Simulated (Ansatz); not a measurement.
Property card for Cl

Cl:
```cif
data_Cl
_chemical_formula_sum 'Cl1'
_space_group_name_H-M_alt 'P 1'
_space_group_IT_number 1
_cell_length_a 2.82308
_cell_length_b 2.82308
_cell_length_c 2.82308
_cell_angle_alpha 90.000
_cell_angle_beta 90.000
_cell_angle_gamma 90.000
loop_
_space_group_symop_operation_xyz
  'x, y, z'
loop_
_atom_site_label
_atom_site_type_symbol
_atom_site_fract_x
_atom_site_fract_y
_atom_site_fract_z
_atom_site_occupancy
Cl1 Cl 0.00000 0.00000 0.00000 1
```

Space group Pm-3m (No. 221), simple cubic; conventional cell a = b = c = 2.823 Å, α = β = γ = 90.00°.

Method: DFT-r²SCAN+D4 in the program Ansatz with PAW potentials. Geometry: relaxed at this level of theory. Other levels are named where they apply.

Cell and energy:

| Quantity | Result |
|---|---|
| Volume per atom | 22.50 Å³ |
| Density | 2.62 g/cm³ |

Electronic structure:

| Property | Result |
|---|---|
| Electronic character | metallic (no gap) |
| Density of states at the Fermi level | 1.3 states/eV per atom (mean over ±0.08 eV) |

Mechanics:

| Property | Value |
|---|---|
| Bulk modulus (Birch–Murnaghan fit) | 42.0 GPa |
| Pressure derivative B′ | 5.1 |
| Elastic constants (relaxed ions, GPa) | C11 = -121, C12 = 123, C44 = 1.5 |
| Mechanical stability | unstable (C has a negative eigenvalue) |

A made-up cell: these elements were put on the sites of a structure type; neither database checked (COD, Materials Project) lists it. It is not the usual solid phase (space group No. 64). Symmetry was held in the r²SCAN+D4 relaxation. The substance is a gas or liquid at ambient conditions. With an odd number of electrons in the cell and no spin polarisation, the count alone makes it a metal. As this level gives no gap, shear constants depend on the k-mesh and smearing (Fermi–Dirac, 0.1 eV here).

Potentials: the later of the program's two PAW sets.
